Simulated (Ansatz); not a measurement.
Calculation for CoSi₂ (fluorite type): DFT, LDA, all-electron LAPW, scalar-relativistic (Ansatz 0.2.0).

The cell comes from a relaxation on PAW files under the same functional, begun from a prototype that needn't be the stable phase.

Command: `ansatz run input.yaml --threads 1 --pin off --max-ram 3072MiB --backend cpu --events-out ev --progress --plain --runs-dir out` It took 25 s on 1 thread of Arm Neoverse V2, on a shared host, peak memory 0.38 GiB.

```yaml
crystal:
  lattice:
    - [0.0, 2.6372520535, 2.6372520535]
    - [2.6372520535, 0.0, 2.6372520535]
    - [2.6372520535, 2.6372520535, 0.0]
  atoms:
    - { symbol: Co, position: [0.0, 0.0, 0.0] }
    - { symbol: Si, position: [0.25, 0.25, 0.25] }
    - { symbol: Si, position: [0.75, 0.75, 0.75] }
kpoints:
  mp_grid: { grid: [10, 10, 10] }
  band_path:
    path:
      - [0.0, 0.0, 0.0]
      - [0.5, 0.0, 0.5]
      - [0.625, 0.25, 0.625]
      - [0.375, 0.375, 0.75]
      - [0.0, 0.0, 0.0]
      - [0.5, 0.5, 0.5]
      - [0.5, 0.25, 0.75]
      - [0.5, 0.0, 0.5]
    npoints: 14
scf:
  occupations: { method: fermi_dirac, width: 0.1 }
hamiltonian:
  xc: lda
  pseudopotentials: { kind: all_electron, lapw: { basis_error: 0.001 } }
output:
  forces: true
  stress: true
  eigenvalues: true
  populations: true
  dos: { projected: true, de: 0.2, e_range: [-14, 8] }
```

Output:

```
Co: projections on atomic orbitals take those of the free atom 1s2 2s2 2p6 3s2 3p6 3d7 4s2, of charge +0.00 (hamiltonian.pseudopotentials.projection_atoms)
Si: projections on atomic orbitals take those of the free atom 1s2 2s2 2p6 3s2 3p2, of charge +0.00 (hamiltonian.pseudopotentials.projection_atoms)
LAPW: plane waves up to 9.044 Å⁻¹, error target 1.0e-3 eV per atom; small_component_spin mean_spin; Si in spheres of 1.045 Å, 12 of its electrons in bands, Dirac shells []; Co in spheres of 1.239 Å, 17 of its electrons in bands, Dirac shells [] (how accurate: hamiltonian.pseudopotentials.lapw.basis_error, Limitations)
Engine: ansatz 0.2.0
Pseudopotentials: kind: all_electron
Pseudopotential: Co, LAPW, valence charge 17, lapw/all_electron/scalar/gaussian/Co, Koelling and Harmon's equation, gaussian nucleus
Pseudopotential: Si, LAPW, valence charge 12, lapw/all_electron/scalar/gaussian/Si, Koelling and Harmon's equation, gaussian nucleus
Functional definition: SPW92
  exchange = slater_x
  correlation = pw_c
Crystal: 3 atoms, lattice volume = 36.685 Å³
Basis set: ecut = 311.6298690119904 eV, 459 PW (Γ), exchange–correlation at level 2
Bands: 25, of which v1, the nominal top of the filled ones, is band 21 counted from 1 (20 counted from 0)
Symmetry: 48 space group operations
Space group: Fm-3m (ITA 225), of the structure as read, at distance tolerance 3.3e-5 Å
k-points: 47 of 1000
Non-local potential: Co, projectors of the file, none
Non-local potential: Si, projectors of the file, none
Initial density: superposition of atomic densities (chi_scale 0.1, normalization cell, long waves kept (reshape's long-wave potential 0.00 eV rms))
Initial wavefunctions: plane waves of lowest kinetic energy (no species holds an atomic orbital)
Functional: x = slater, c = lda
iter 1 solved again at ethr=1.02e-2 eV; its pass at ethr=1.00e-1 eV (dr2=4.20e0 eV) is discarded
SCF iter   1: F=—  HF=-53588.007476 eV  |F-HF|=—  |Δ(HF+E_count)|=         —  Δρ=8.16e-2  dr2=4.20e0  ethr=1.02e-2  ⟨swp⟩=2.0  Hψ=7872  notcnv=0
preconditioner: auto → Kerker (q_TF=auto, 2.779 Å⁻¹)  [metal: Δε(μ)=0.152 eV  Ē_g=9.106 eV  σ=0.100 eV  W_gap=0.33  n_scr=14 (ndim 8)  ℏωp=25.3 eV  f_vac=0.000  D(μ)=0.85/eV (n_scr^D=0)]
SCF iter   2: F=—  HF=-53590.267610 eV  |F-HF|=—  |Δ(HF+E_count)|=    2.26e0  Δρ=8.13e-2  dr2=2.50e0  ethr=1.02e-2  ⟨swp⟩=3.0  Hψ=3591  notcnv=0  recentre
SCF iter   3: F=—  HF=-53587.122938 eV  |F-HF|=—  |Δ(HF+E_count)|=    3.14e0  Δρ=5.37e-2  dr2=1.89e0  ethr=6.09e-3  ⟨swp⟩=2.9  Hψ=3547  notcnv=0
SCF iter   4: F=—  HF=-53586.674219 eV  |F-HF|=—  |Δ(HF+E_count)|=   4.49e-1  Δρ=2.18e-2  dr2=2.90e-1  ethr=4.60e-3  ⟨swp⟩=2.0  Hψ=3384  notcnv=0
iter 5 solved again at ethr=1.41e-5 eV; its pass at ethr=7.07e-4 eV (dr2=5.78e-3 eV) is discarded
SCF iter   5: F=—  HF=-53586.537353 eV  |F-HF|=—  |Δ(HF+E_count)|=         —  Δρ=3.25e-3  dr2=5.77e-3  ethr=1.41e-5  ⟨swp⟩=2.0  Hψ=5755  notcnv=0
the basis was enlarged: its passes take 1.7 MiB over the memory plan, 1 of 1 planned eigensolver slots
SCF iter   6: F=—  HF=-53586.536560 eV  |F-HF|=—  |Δ(HF+E_count)|=   7.93e-4  Δρ=1.89e-3  dr2=2.44e-3  ethr=1.41e-5  ⟨swp⟩=2.0  Hψ=3180  notcnv=0
SCF iter   7: F=—  HF=-53586.535907 eV  |F-HF|=—  |Δ(HF+E_count)|=   6.53e-4  Δρ=5.40e-4  dr2=1.25e-4  ethr=5.95e-6  ⟨swp⟩=2.0  Hψ=3180  notcnv=0
SCF iter   8: F=—  HF=-53586.535905 eV  |F-HF|=—  |Δ(HF+E_count)|=   1.65e-6  Δρ=1.57e-4  dr2=1.47e-5  ethr=3.05e-7  ⟨swp⟩=2.0  Hψ=3180  notcnv=0
SCF iter   9: F=—  HF=-53586.535899 eV  |F-HF|=—  |Δ(HF+E_count)|=   6.46e-6  Δρ=4.25e-5  dr2=7.10e-7  ethr=3.59e-8  ⟨swp⟩=2.0  Hψ=3180  notcnv=0
SCF iter  10: F=—  HF=-53586.535899 eV  |F-HF|=—  |Δ(HF+E_count)|=   1.68e-7  Δρ=3.26e-5  dr2=5.94e-7  ethr=1.73e-9  ⟨swp⟩=2.0  Hψ=3180  notcnv=0
SCF iter  11: F=-53586.535899 eV  HF=-53586.535899 eV  |F-HF|=6.98e-10  |Δ(HF+E_count)|=   2.49e-7  Δρ=1.81e-6  dr2=7.93e-10  ethr=1.45e-9  ⟨swp⟩=2.0  Hψ=3180  notcnv=0
SCF 1 converged in 11 iterations: F = -53586.535899 eV  dr2 = 7.93e-10
NSCF: frozen V_eff on 99 k-points
SCF converged after 11 iterations
Free energy (F): -53586.535899 eV
Harris-Foulkes:  -53586.535899 eV  (|F-HF|=6.98e-10)
Internal energy: -53586.502700 eV  (E = F + TS)
E sigma→0 (E₀):  -53586.519300 eV
Entropy (-TS):   -0.033199 eV (-11.066 meV/atom)
Fermi energy:    14.859976 eV
--- Per-component energies (eV) ---
  E_band       = -1610.578827
  E_kinetic    = 54161.613668
  E_xc         = -2645.877368
  E_electrostatic = -105102.239000  (all electrons and nuclei)
  E_smearing   = -0.033199  (= −TS)
  E_closure    = 0.000000  (closes the sum)
  E_atoms      = -53563.305100  (free atoms, spherical and without spin; not in F)
  Σ components = -53586.535899   (vs F -53586.535899, Δ=0.00e0)
  Basis errors (estimates in eV, not in F): energy 3.9e-4 per atom: plane waves 3.6e-4 (2.0e-4 summed), levels above the bands 3.7e-25, relativity 5.9e-9, radial functions 2.7e-5, core shells 9.1e-10; eigenvalues (radial functions only) 1.4e-6; not estimated: angular momenta, meshes, grids; target (lapw.basis_error) 1.0e-3; muffin-tin radii Si 1.045 Å, Co 1.239 Å
--- Forces (eV/Å), atoms counted from 1 ---
  atom   1  Co    -0.00000000    -0.00000000     0.00000000
  atom   2  Si    -0.00000000    -0.00000000     0.00000000
  atom   3  Si    -0.00000000     0.00000000     0.00000000
  max |Σ_I F_I| component: 1.16e-17 eV/Å
--- Stress (GPa, compression-positive) ---
       -0.006955       0.000000      -0.000000
        0.000000      -0.006955       0.000000
       -0.000000       0.000000      -0.006955
  P = ⅓ Tr σ = -0.0070 GPa (-0.070 kbar)
--- Band table (eV; the first three rows and the last of 47) ---
  k-point 0: bands = ["-118.3678", "-118.3657", "-79.1863", "-75.2201", "-75.2201", "-75.2201", "-75.2141", "-75.2141", "-75.2141", "-42.9325", "-42.9325", "-42.9325", "1.3996", "10.5363", "10.5363", "10.5363", "12.7776", "12.7776", "15.9496", "18.3154", "18.3154", "18.3154", "18.4619", "18.4619", "18.4619"]
  k-point 1: bands = ["-118.3677", "-118.3657", "-79.1864", "-75.2200", "-75.2200", "-75.2200", "-75.2142", "-75.2142", "-75.2142", "-42.9328", "-42.9325", "-42.9325", "1.5568", "10.1870", "10.5922", "10.5922", "12.7309", "12.7309", "15.8843", "16.8023", "17.4646", "17.4646", "19.3442", "19.3442", "20.2306"]
  k-point 2: bands = ["-118.3676", "-118.3659", "-79.1864", "-75.2196", "-75.2196", "-75.2196", "-75.2146", "-75.2146", "-75.2145", "-42.9337", "-42.9327", "-42.9327", "2.0236", "9.2679", "10.7381", "10.7381", "12.6466", "12.6466", "14.5493", "16.5547", "16.5547", "17.0853", "19.1873", "19.1873", "19.8448"]
  k-point 46: bands = ["-118.3668", "-118.3666", "-79.1866", "-75.2210", "-75.2206", "-75.2183", "-75.2160", "-75.2133", "-75.2132", "-42.9352", "-42.9345", "-42.9337", "6.2737", "6.9819", "8.1741", "9.1171", "12.1640", "12.5385", "12.7160", "13.2666", "14.0586", "17.8975", "19.6133", "19.9232", "22.5638"]
--- Löwdin populations: 3 sites ---
  site symbol       q [e]
     0     Co     26.6772
     1     Si     13.9925
     2     Si     13.9925
  spilling = 0.006141 (of n_electrons = 55.000000)
```

populations.tsv:

```
# site	symbol	l	j	q
# orbitals = lowdin
# n_electrons = 55.000000
# spilling = 0.006141
# projection_atom_Co: 1s2 2s2 2p6 3s2 3p6 3d7 4s2
# projection_atom_Si: 1s2 2s2 2p6 3s2 3p2
0	Co	0_1S	-	1.999959
0	Co	0_2S	-	1.997866
0	Co	0_3S	-	1.953078
0	Co	0_4S	-	0.582723
0	Co	1_2P	-	5.999977
0	Co	1_3P	-	5.994021
0	Co	2_3D	-	8.149579
1	Si	0_1S	-	1.999840
1	Si	0_2S	-	1.989245
1	Si	0_3S	-	1.202675
1	Si	1_2P	-	5.997195
1	Si	1_3P	-	2.803578
2	Si	0_1S	-	1.999840
2	Si	0_2S	-	1.989245
2	Si	0_3S	-	1.202675
2	Si	1_2P	-	5.997195
2	Si	1_3P	-	2.803578
```

Next run (volume at 0.94 of the series' base cell), as changes to the input before:

```diff
   lattice:
-    - [0.0, 2.6372520535, 2.6372520535]
-    - [2.6372520535, 0.0, 2.6372520535]
-    - [2.6372520535, 2.6372520535, 0.0]
+    - [0.0, 2.5834154768, 2.5834154768]
+    - [2.5834154768, 0.0, 2.5834154768]
+    - [2.5834154768, 2.5834154768, 0.0]
   atoms:
   mp_grid: { grid: [10, 10, 10] }
-  band_path:
-    path:
-      - [0.0, 0.0, 0.0]
-      - [0.5, 0.0, 0.5]
-      - [0.625, 0.25, 0.625]
-      - [0.375, 0.375, 0.75]
-      - [0.0, 0.0, 0.0]
-      - [0.5, 0.5, 0.5]
-      - [0.5, 0.25, 0.75]
-      - [0.5, 0.0, 0.5]
-    npoints: 14
 scf:
   populations: true
-  dos: { projected: true, de: 0.2, e_range: [-14, 8] }
```

Command: `ansatz run input.yaml --threads 1 --pin off --max-ram 3072MiB --backend cpu --events-out ev --progress --plain --runs-dir out` It took 16 s on 1 thread of Arm Neoverse V2, with other jobs on the host, peak memory 0.38 GiB.

Results part of the output:

```
SCF 1 converged in 11 iterations: F = -53586.442571 eV  dr2 = 1.46e-9
SCF converged after 11 iterations
Free energy (F): -53586.442571 eV
Harris-Foulkes:  -53586.442571 eV  (|F-HF|=5.84e-9)
Internal energy: -53586.411970 eV  (E = F + TS)
E sigma→0 (E₀):  -53586.427270 eV
Entropy (-TS):   -0.030602 eV (-10.201 meV/atom)
Fermi energy:    16.022146 eV
--- Per-component energies (eV) ---
  E_band       = -1565.783323
  E_kinetic    = 54170.748356
  E_xc         = -2648.287741
  E_electrostatic = -105108.872584  (all electrons and nuclei)
  E_smearing   = -0.030602  (= −TS)
  E_closure    = 0.000000  (closes the sum)
  E_atoms      = -53563.305100  (free atoms, spherical and without spin; not in F)
  Σ components = -53586.442571   (vs F -53586.442571, Δ=0.00e0)
  Basis errors (estimates in eV, not in F): energy 3.9e-4 per atom: plane waves 3.6e-4 (2.0e-4 summed), levels above the bands 5.9e-26, relativity 7.1e-9, radial functions 2.8e-5, core shells 1.9e-9; eigenvalues (radial functions only) 1.5e-6; not estimated: angular momenta, meshes, grids; target (lapw.basis_error) 1.0e-3; muffin-tin radii Si 1.026 Å, Co 1.212 Å
--- Forces (eV/Å), atoms counted from 1 ---
  atom   1  Co    -0.00000000     0.00000000     0.00000000
  atom   2  Si    -0.00000000    -0.00000000     0.00000000
  atom   3  Si    -0.00000000     0.00000000     0.00000000
  max |Σ_I F_I| component: 1.39e-17 eV/Å
--- Stress (GPa, compression-positive) ---
       14.393080      -0.000000       0.000000
       -0.000000      14.393080       0.000000
        0.000000       0.000000      14.393080
  P = ⅓ Tr σ = 14.3931 GPa (143.931 kbar)
--- Band table (eV; the first three rows and the last of 47) ---
  k-point 0: bands = ["-117.0942", "-117.0912", "-78.1325", "-73.9435", "-73.9435", "-73.9435", "-73.9354", "-73.9354", "-73.9354", "-41.8905", "-41.8905", "-41.8905", "2.0624", "11.3963", "11.3963", "11.3963", "13.7045", "13.7045", "17.7653", "19.4877", "19.4877", "19.4877", "19.8855", "19.8855", "19.8855"]
  k-point 1: bands = ["-117.0941", "-117.0912", "-78.1325", "-73.9433", "-73.9433", "-73.9433", "-73.9356", "-73.9356", "-73.9356", "-41.8909", "-41.8905", "-41.8905", "2.2271", "11.0706", "11.4552", "11.4552", "13.6548", "13.6548", "17.3364", "18.3157", "18.7208", "18.7208", "20.7351", "20.7351", "21.5750"]
  k-point 2: bands = ["-117.0939", "-117.0914", "-78.1326", "-73.9428", "-73.9427", "-73.9427", "-73.9362", "-73.9362", "-73.9360", "-41.8921", "-41.8907", "-41.8907", "2.7163", "10.1843", "11.6067", "11.6067", "13.5676", "13.5676", "15.6830", "17.7896", "17.7896", "18.7487", "20.5868", "20.5868", "21.3009"]
  k-point 46: bands = ["-117.0928", "-117.0925", "-78.1329", "-73.9447", "-73.9440", "-73.9410", "-73.9380", "-73.9344", "-73.9342", "-41.8941", "-41.8932", "-41.8921", "7.2123", "7.9284", "8.9756", "9.9662", "13.1332", "13.5088", "13.6869", "14.2578", "15.1396", "19.3450", "21.0545", "21.1681", "23.9443"]
--- Löwdin populations: 3 sites ---
  site symbol       q [e]
     0     Co     26.7003
     1     Si     13.9763
     2     Si     13.9763
  spilling = 0.006311 (of n_electrons = 55.000000)
```

Next run (volume at 0.88 of the series' base cell), as changes to the input before:

```diff
   lattice:
-    - [0.0, 2.5834154768, 2.5834154768]
-    - [2.5834154768, 0.0, 2.5834154768]
-    - [2.5834154768, 2.5834154768, 0.0]
+    - [0.0, 2.5272363715, 2.5272363715]
+    - [2.5272363715, 0.0, 2.5272363715]
+    - [2.5272363715, 2.5272363715, 0.0]
   atoms:
```

Results part of the output:

```
SCF 1 converged in 11 iterations: F = -53586.115236 eV  dr2 = 5.97e-10
SCF converged after 11 iterations
Free energy (F): -53586.115236 eV
Harris-Foulkes:  -53586.115236 eV  (|F-HF|=1.03e-9)
Internal energy: -53586.086841 eV  (E = F + TS)
E sigma→0 (E₀):  -53586.101039 eV
Entropy (-TS):   -0.028395 eV (-9.465 meV/atom)
Fermi energy:    17.332799 eV
--- Per-component energies (eV) ---
  E_band       = -1515.535392
  E_kinetic    = 54181.814314
  E_xc         = -2651.031728
  E_electrostatic = -105116.869428  (all electrons and nuclei)
  E_smearing   = -0.028395  (= −TS)
  E_closure    = 0.000000  (closes the sum)
  E_atoms      = -53563.305100  (free atoms, spherical and without spin; not in F)
  Σ components = -53586.115236   (vs F -53586.115236, Δ=0.00e0)
  Basis errors (estimates in eV, not in F): energy 4.0e-4 per atom: plane waves 3.6e-4 (2.0e-4 summed), levels above the bands 7.0e-27, relativity 8.6e-9, radial functions 3.8e-5, core shells 4.2e-9; eigenvalues (radial functions only) 1.2e-6; not estimated: angular momenta, meshes, grids; target (lapw.basis_error) 1.0e-3; muffin-tin radii Si 1.005 Å, Co 1.183 Å
--- Forces (eV/Å), atoms counted from 1 ---
  atom   1  Co    -0.00000000    -0.00000000     0.00000000
  atom   2  Si    -0.00000000    -0.00000000     0.00000000
  atom   3  Si    -0.00000000     0.00000000     0.00000000
  max |Σ_I F_I| component: 1.39e-17 eV/Å
--- Stress (GPa, compression-positive) ---
       34.359473       0.000000      -0.000000
        0.000000      34.359473       0.000000
       -0.000000       0.000000      34.359473
  P = ⅓ Tr σ = 34.3595 GPa (343.595 kbar)
--- Band table (eV; the first three rows and the last of 47) ---
  k-point 0: bands = ["-115.6676", "-115.6633", "-76.9527", "-72.5134", "-72.5134", "-72.5134", "-72.5026", "-72.5026", "-72.5026", "-40.7255", "-40.7255", "-40.7255", "2.8203", "12.3631", "12.3631", "12.3631", "14.7373", "14.7373", "19.8231", "20.7964", "20.7964", "20.7964", "21.4915", "21.4915", "21.4915"]
  k-point 1: bands = ["-115.6675", "-115.6634", "-76.9527", "-72.5132", "-72.5132", "-72.5132", "-72.5028", "-72.5028", "-72.5028", "-40.7261", "-40.7256", "-40.7256", "2.9935", "12.0588", "12.4252", "12.4252", "14.6843", "14.6843", "18.8074", "20.1207", "20.1207", "20.1827", "22.2941", "22.2941", "23.1135"]
  k-point 2: bands = ["-115.6672", "-115.6637", "-76.9528", "-72.5124", "-72.5124", "-72.5124", "-72.5036", "-72.5036", "-72.5033", "-40.7278", "-40.7258", "-40.7258", "3.5074", "11.2063", "12.5827", "12.5827", "14.5947", "14.5947", "16.9514", "19.1793", "19.1793", "20.6160", "22.1548", "22.1548", "22.9501"]
  k-point 46: bands = ["-115.6657", "-115.6652", "-76.9533", "-72.5152", "-72.5140", "-72.5101", "-72.5061", "-72.5012", "-72.5009", "-40.7306", "-40.7293", "-40.7277", "8.2737", "8.9931", "9.8745", "10.9401", "14.2256", "14.5983", "14.7736", "15.3678", "16.3570", "20.9700", "22.5687", "22.6585", "25.4959"]
--- Löwdin populations: 3 sites ---
  site symbol       q [e]
     0     Co     26.7261
     1     Si     13.9586
     2     Si     13.9586
  spilling = 0.006484 (of n_electrons = 55.000000)
```

Next run (volume at 0.8 of the series' base cell), as changes to the input before:

```diff
   lattice:
-    - [0.0, 2.5272363715, 2.5272363715]
-    - [2.5272363715, 0.0, 2.5272363715]
-    - [2.5272363715, 2.5272363715, 0.0]
+    - [0.0, 2.4482079366, 2.4482079366]
+    - [2.4482079366, 0.0, 2.4482079366]
+    - [2.4482079366, 2.4482079366, 0.0]
   atoms:
```

Command: `ansatz run input.yaml --threads 1 --pin off --max-ram 3072MiB --backend cpu --events-out ev --progress --plain --runs-dir out` It took 17 s on 1 thread of Arm Neoverse V2, with other jobs on the host, peak memory 0.38 GiB.

Results part of the output:

```
SCF 1 converged in 11 iterations: F = -53585.153096 eV  dr2 = 9.33e-10
SCF converged after 11 iterations
Free energy (F): -53585.153096 eV
Harris-Foulkes:  -53585.153096 eV  (|F-HF|=1.30e-8)
Internal energy: -53585.126987 eV  (E = F + TS)
E sigma→0 (E₀):  -53585.140041 eV
Entropy (-TS):   -0.026109 eV (-8.703 meV/atom)
Fermi energy:    19.367487 eV
--- Per-component energies (eV) ---
  E_band       = -1438.217401
  E_kinetic    = 54200.408463
  E_xc         = -2655.327430
  E_electrostatic = -105130.208020  (all electrons and nuclei)
  E_smearing   = -0.026109  (= −TS)
  E_closure    = 0.000000  (closes the sum)
  E_atoms      = -53563.305100  (free atoms, spherical and without spin; not in F)
  Σ components = -53585.153096   (vs F -53585.153096, Δ=0.00e0)
  Basis errors (estimates in eV, not in F): energy 4.0e-4 per atom: plane waves 3.6e-4 (2.0e-4 summed), levels above the bands 1.7e-28, relativity 1.2e-8, radial functions 3.9e-5, core shells 1.3e-8; eigenvalues (radial functions only) 1.2e-6; not estimated: angular momenta, meshes, grids; target (lapw.basis_error) 1.0e-3; muffin-tin radii Si 0.976 Å, Co 1.144 Å
--- Forces (eV/Å), atoms counted from 1 ---
  atom   1  Co    -0.00000000    -0.00000000     0.00000000
  atom   2  Si    -0.00000000    -0.00000000    -0.00000000
  atom   3  Si    -0.00000000    -0.00000000    -0.00000000
  max |Σ_I F_I| component: 9.25e-18 eV/Å
--- Stress (GPa, compression-positive) ---
       73.593017       0.000000       0.000000
        0.000000      73.593017       0.000000
        0.000000       0.000000      73.593017
  P = ⅓ Tr σ = 73.5930 GPa (735.930 kbar)
--- Band table (eV; the first three rows and the last of 47) ---
  k-point 0: bands = ["-113.4803", "-113.4731", "-75.1415", "-70.3204", "-70.3204", "-70.3204", "-70.3038", "-70.3038", "-70.3038", "-38.9403", "-38.9403", "-38.9403", "4.0187", "13.8569", "13.8569", "13.8569", "16.3147", "16.3147", "22.8054", "22.8054", "22.8054", "23.0335", "23.9831", "23.9831", "23.9831"]
  k-point 1: bands = ["-113.4801", "-113.4733", "-75.1416", "-70.3200", "-70.3200", "-70.3200", "-70.3043", "-70.3043", "-70.3041", "-38.9413", "-38.9404", "-38.9404", "4.2048", "13.5789", "13.9239", "13.9239", "16.2570", "16.2570", "20.9425", "22.2594", "22.2594", "23.1901", "24.6967", "24.6967", "25.5303"]
  k-point 2: bands = ["-113.4796", "-113.4738", "-75.1418", "-70.3189", "-70.3188", "-70.3188", "-70.3054", "-70.3054", "-70.3049", "-38.9438", "-38.9407", "-38.9407", "4.7565", "12.7742", "14.0897", "14.0897", "16.1654", "16.1654", "18.9035", "21.3295", "21.3295", "23.4492", "24.5618", "24.5618", "25.5648"]
  k-point 46: bands = ["-113.4770", "-113.4763", "-75.1428", "-70.3232", "-70.3209", "-70.3154", "-70.3091", "-70.3016", "-70.3011", "-38.9484", "-38.9461", "-38.9437", "9.9278", "10.6409", "11.2572", "12.4849", "15.9210", "16.2797", "16.4432", "17.0750", "18.2435", "23.4715", "24.7367", "25.1021", "27.8922"]
--- Löwdin populations: 3 sites ---
  site symbol       q [e]
     0     Co     26.7652
     1     Si     13.9326
     2     Si     13.9326
  spilling = 0.006720 (of n_electrons = 55.000000)
```

Spin polarisation is left out, though a magnetic state may lie lower. The structure type is held throughout; the real material can change phase at far lower pressure.
